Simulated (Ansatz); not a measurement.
Relaxed TaN (rock salt):

```yaml
crystal:
  lattice:
    - [0.00000, 4.37460, 4.37460]
    - [2.18730, 0.00000, 2.18730]
    - [2.18730, 2.18730, 0.00000]
  atoms:
    - { symbol: N, position: [0.00000, 0.00000, 0.00000] }
    - { symbol: N, position: [0.50000, 0.00000, 0.00000] }
    - { symbol: Ta, position: [0.25000, 0.50000, 0.50000] }
    - { symbol: Ta, position: [0.75000, 0.50000, 0.50000] }
```

Scan: atom 1 (N, nearest neighbour Ta at 2.187 Å; its periodic images, 3.1 Å or more away, move with it) is displaced along Cartesian x, direction (1.000, 0.000, 0.000) in Cartesian axes, by s. The other atoms stay.

Computed with PBEsol (plane waves to 420 eV, PAW, scalar-relativistic; Ansatz, a program for electronic structure). k mesh 15×15×15 (Γ-centred), Fermi-Dirac smearing 0.05 eV. The energy includes the smearing's −TS. With partly filled bands, energies and forces of such displacements shift with the k mesh and the smearing. Spin-orbit coupling is left out, though Ta is heavy. TaN is run without spin polarisation. TaN was relaxed with its symmetry unable to fall. The PAW data are Ansatz's earlier set. This is a high-temperature form of TaN. The zero of ΔE is the undisplaced structure. The last digit holds for this mesh only.

```
s (Å)   ΔE (meV/cell)
------  -------------
-0.220       withheld
-0.176          203.3
-0.132          112.2
-0.088           49.1
-0.044           12.2
0.000             0.0
0.044            12.2
0.088            49.1
0.132           112.2
0.176           203.3
0.220        withheld
```

### Question
Fit an even polynomial form (powers 2, 4) to the given rows and predict ΔE at s = 0.220.

### Answer
Least squares on the 9 given rows: ΔE = (6275)·s² + (9306)·s⁴, in meV/cell with s in Å; root-mean-square residual 0.03 meV/cell. At 0.220 the fit gives 325.5 meV/cell; the calculation gives 325.1 meV/cell, so the extrapolation is off by 0.4 (+0.1 %). The quadratic term alone would give 303.7 meV/cell.

(For displaced atoms, the force is minus the slope of the energy, and its curvature is a force constant, which sets phonon frequencies.)
